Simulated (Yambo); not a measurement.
Material: CsCl (CsCl type, space group Pm-3m, No. 221); a = b = c = 4.065 Å, α = β = γ = 90.00° (2 atoms in the cell). Cell and atoms were relaxed with PBEsol from Materials Project entry mp-22865, within its symmetry.

With PBEsol (pw.x of Quantum ESPRESSO, ONCV potentials, with spin-orbit coupling), the gap between the mesh's edge points (Γ → Γ) is 5.152 eV.

### Question
Estimate the G0W0 gap between the same points from Yambo (4×4×4 Γ-centred k mesh, 196 bands and a 7 Ry block in the screening, 196 bands in G with the Bruneval-Gonze terminator, plasmon pole fitted at 27.2 eV).

### Answer
The correction is 2.665 eV, giving 7.817 eV, 1.5 times the PBEsol value.  Nearest settings tried, and what they do to the gap: 122 bands in W, 122 bands in G: -1 meV; 6 Ry block (123 vectors against 171): -61 meV; 2×2×2 mesh: -167 meV. So the settings aren't converged at that level.
